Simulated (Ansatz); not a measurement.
Below is a relaxed structure of Al4Co3Ni. The cell was found from a structure generator's guess, not taken from experiment.

Level of theory: DFT PBE, scalar-relativistic, plane waves, PAW in Ansatz 0.2.0. Cutoff 420 eV, Γ-centred mesh, Gaussian smearing, collinear spin.

```yaml
crystal:
  lattice:
    - [-2.86544, 2.86544, 2.86544]
    - [2.86544, -2.86544, 2.86544]
    - [2.86544, 2.86544, -2.86544]
  atoms:
    - { symbol: Al, position: [0.00000, 0.50000, 0.00000] }
    - { symbol: Al, position: [0.50000, 0.00000, 0.00000] }
    - { symbol: Al, position: [0.50000, 0.50000, 0.50000] }
    - { symbol: Al, position: [0.00000, 0.00000, 0.50000] }
    - { symbol: Co, position: [0.50000, 0.00000, 0.50000] }
    - { symbol: Co, position: [0.00000, 0.50000, 0.50000] }
    - { symbol: Co, position: [0.50000, 0.50000, 0.00000] }
    - { symbol: Ni, position: [0.00000, 0.00000, 0.00000] }
```

The zero of energy is the elements' standard structures at the same level; no fitted shifts are applied.

(1) What space group does it have?

(2) How far does it lie from the elements in energy?

(3) Is it a metal?

(4) Which magnetic moments does it keep?

Results:

(1) Im-3m (No. 229). Conventional cell: a = 5.731 Å. Around Al lie 2 Ni at 2.48 Å, 6 Co at 2.48 Å and 6 Al at 2.87 Å; Co is surrounded by 8 Al at 2.48 Å, 2 Ni at 2.87 Å and 4 Co at 2.87 Å; Ni has 8 Al at 2.48 Å and 6 Co at 2.87 Å.

(2) −0.59 eV/atom. It lies below the elements, which doesn't yet make it stable against other compounds or structures.

(3) Yes, bands cross the Fermi level on the 10×10×10 mesh.

(4) 0.12 μB per atom net, the space between the atoms included; by site: Ni 0.1; Co 0.3 (×3) μB.

The last run used collinear spin, a 10×10×10 mesh for its 8-atom cell and Gaussian smearing of 0.10 eV. The magnetic state reached may not be the lowest. A later test with randomly moved atoms came back to the same energy, though modes that don't fit the test's cell weren't probed.
